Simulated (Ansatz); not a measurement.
This guess for NiOsC₄N₄ is about to be relaxed.

```
CELL_PARAMETERS angstrom
5.85837 0.00000 0.00000
0.00000 5.85837 0.00000
0.00000 0.00000 5.85837
ATOMIC_POSITIONS crystal
Ni 0.50000 0.50000 0.50000
Os 0.00000 0.00000 0.00000
C 0.18685 0.18685 0.18685
C 0.18685 0.81315 0.81315
C 0.81315 0.18685 0.81315
C 0.81315 0.81315 0.18685
N 0.30216 0.30216 0.30216
N 0.30216 0.69784 0.69784
N 0.69784 0.30216 0.69784
N 0.69784 0.69784 0.30216
```

All numbers below come from DFT PBE, scalar-relativistic, plane waves, PAW in Ansatz. Cutoff 420 eV, Gaussian smearing, Γ-centred meshes. Cell and atoms relax first on a coarse mesh and then on a converged one. In between, the cell is made exact in the group found at 0.06 Å. The steps can't lower the symmetry of their start. Collinear spin, starting moments Ni 2.0; Os 1.0 μB; they died out on the coarse mesh, so the last step has no spin.

A guess keeps its type if space group and coordination stay and the shape of the cell changes little (axis ratios within about 15 %, angles within 6°); the volume may change.

**Question.** Does it keep its structure type, or change into something else?

**Answer.** It keeps its type. The symmetry stays P-43m (No. 215). The volume per atom shrinks by 6.2 %, from 20.1 to 18.9 Å³. The shortest distance goes from 1.17 Å (C–N) to 1.19 Å (C–N). Counting neighbours within 15 % of an atom's shortest distance, the start has C 1, N 1, Ni 4, Os 4 and the end C 1, N 1, Ni 4, Os 4.

The last run used a 6×6×6 mesh for its 10-atom cell and Gaussian smearing of 0.01 eV. These runs have no spin–orbit coupling, which can matter for Os. Trial moments died out on the coarse mesh, so the last step has no spin; another magnetic start might hold. A structure relaxed within its symmetry needn't be a true minimum.
